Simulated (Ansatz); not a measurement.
Total density of states per atom from PBE (plane waves, PAW; program Ansatz), in 0.25 eV bins, energy from the valence-band maximum:

| E (eV) | states/eV/atom |
|---|---|
| -2.05 | 0.00 |
| -1.80 | 0.34 |
| -1.55 | 1.53 |
| -1.30 | 1.38 |
| -1.05 | 0.36 |
| -0.80 | 1.92 |
| -0.55 | 2.90 |
| -0.30 | 2.81 |
| -0.05 | 0.77 |
| 0.20 | 0.00 |
| 0.45 | 0.00 |
| 0.70 | 0.00 |
| 0.95 | 0.00 |
| 1.20 | 0.00 |
| 1.45 | 0.00 |
| 1.70 | 0.00 |
| 1.95 | 0.00 |
| 2.20 | 0.00 |
| 2.45 | 0.00 |
| 2.70 | 0.00 |
| 2.95 | 0.00 |
| 3.20 | 0.00 |
| 3.45 | 0.00 |
| 3.70 | 0.00 |
| 3.95 | 0.00 |
| 4.20 | 0.00 |
| 4.45 | 0.00 |
| 4.70 | 0.00 |
| 4.95 | 0.00 |
| 5.20 | 0.00 |
| 5.45 | 0.00 |
| 5.70 | 0.00 |
| 5.95 | 0.00 |
| 6.20 | 0.00 |
| 6.45 | 0.00 |
| 6.70 | 0.00 |
| 6.95 | 0.00 |
| 7.20 | 0.00 |
| 7.45 | 0.00 |
| 7.70 | 0.01 |
| 7.95 | 0.03 |
| 8.20 | 0.04 |
| 8.45 | 0.06 |
| 8.70 | 0.07 |
| 8.95 | 0.09 |
| 9.20 | 0.11 |
| 9.45 | 0.12 |
| 9.70 | 0.15 |
| 9.95 | 0.17 |
| 10.20 | 0.21 |
| 10.45 | 0.29 |
| 10.70 | 0.33 |
| 10.95 | 0.34 |
| 11.20 | 0.37 |
| 11.45 | 0.41 |
| 11.70 | 0.54 |

Problem. Pick the material that matches.
A) LiF, zinc blende
B) InP, zinc blende
C) BAs, zinc blende
D) LiNbO3, R3c (Li on 6a, Nb on 6a, O on 18b)

Solution. A, LiF, zinc blende. Top 1 eV of the valence band: F 2p 98 %. Bottom 1 eV of the conduction band: Li 2s 70 %, F 2s 18 %, Li 1s 6 %. Projections are on Löwdin-orthogonalised atomic valence shells; empty p or d shells of many metals are not among them.

Space group F-43m (zinc blende). The start of the workflow was typed in or built on a structure type; neither database checked (COD, Materials Project) lists it. It is not the phase usual at ambient conditions (space group No. 225). Symmetry was held in the PBE relaxation; whether a distortion lowers the energy is not shown.

Potentials: the earlier of the program's two PAW sets.
